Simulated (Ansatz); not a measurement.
Consider the following.

Starting cell, HfO$_{2}$ (fluorite):

```xyz
3
Lattice="0.0000 2.5488 2.5488 2.5488 0.0000 2.5488 2.5488 2.5488 0.0000" Properties=species:S:1:pos:R:3 pbc="T T T"
Hf     0.0000     0.0000     0.0000
O      1.2744     1.2744     1.2744
O      3.8232     3.8232     3.8232
```

In each cell atom 2 (O, nearest neighbour Hf at 2.207 Å; its periodic images, 3.6 Å or more away, move with it) moves by s·(0.577, 0.577, 0.577) (along Cartesian [111]), the rest being held.

Calculation: PBE (plane waves to 420 eV, PAW, scalar-relativistic; Ansatz, an electronic-structure program). k mesh 9×9×9 (Γ-centred), Fermi-Dirac smearing 0.05 eV. E stands for the smeared free energy. HfO2 is run without spin polarisation. HfO2 was relaxed with its symmetry unable to fall. Spin-orbit coupling is left out, though Hf is heavy. This is a high-temperature form of HfO2. The zero of ΔE is the undisplaced structure.

The scan covers s from -0.220 to 0.220 Å in 11 points.

Task: Is this a single well or a double well?

Result: A single well with its minimum at or next to zero displacement.

Task: Is the energy the same for displacements of ±0.220 Å, and if not, which side lies higher?

Result: Not even: the negative side lies higher at ±0.220 Å. With its periodic images moving along, the atom's site symmetry in this cell is -43m.

Task: What force acts on the atom along the line at s = -0.220 Å?

Result: 3.25 eV/Å.

Task: What is the energy change at s = 0.220 Å?

Result: 209 meV/cell.

Task: What is the force constant k = d²E/ds² of this move at s = 0?

Result: 10.5 eV/Å².

(A displaced cell: forces are minus the slopes of the energy, force constants its curvatures, and phonons follow from these.)
